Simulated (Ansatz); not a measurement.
One starting cell of Hf (a generated trial cell of Hf in the dhcp structure type) was relaxed twice with Ansatz (plane waves, PAW, scalar-relativistic): with r2SCAN at 500 eV and with PBE at 420 eV. The r2SCAN result:

Space group P6₃/mmc (No. 194); a = 3.1927 Å, b = 3.1927 Å, c = 10.1981 Å, α = 90.00°, β = 90.00°, γ = 120.00°

| atom | site | symmetry | x | y | z |
|---|---|---|---|---|---|
| Hf | 2a | -3m. | 0.0000 | 0.0000 | 0.0000 |
| Hf | 2c | -6m2 | 0.3333 | 0.6667 | 0.2500 |

```
quantity                           r2SCAN      PBE
--------------------------------  -------  -------
space group                       P6₃/mmc  P6₃/mmc
volume (Å³/atom)                    22.51      [?]
a (Å)                               3.193      [?]
c (Å)                              10.198      [?]
gap (eV, no spin-orbit coupling)     0.00      [?]
```

**Question.** Fill in the PBE column.

**Answer.** 
- volume (Å³/atom), PBE: 22.68
- a (Å), PBE: 3.202
- c (Å), PBE: 10.216
- gap (eV, no spin-orbit coupling), PBE: 0.00

Both levels end in the same structure; PBE's volume is 0.8 % larger. Neither column is exact.

No spin polarisation in the result.

The run could not lose the symmetry of its start: the end is stationary, and may be a saddle point rather than a minimum.

All atoms sit on sites fixed by symmetry, so only the cell could relax.

The relaxed structure here is a generated cell of Hf: the first start was made by placing the elements on the sites of a structure type, and the end was not matched to a known phase here, so it may be hypothetical. A known form of Hf has the same space group; whether the sites agree was not checked.

Ansatz is an electronic-structure program.
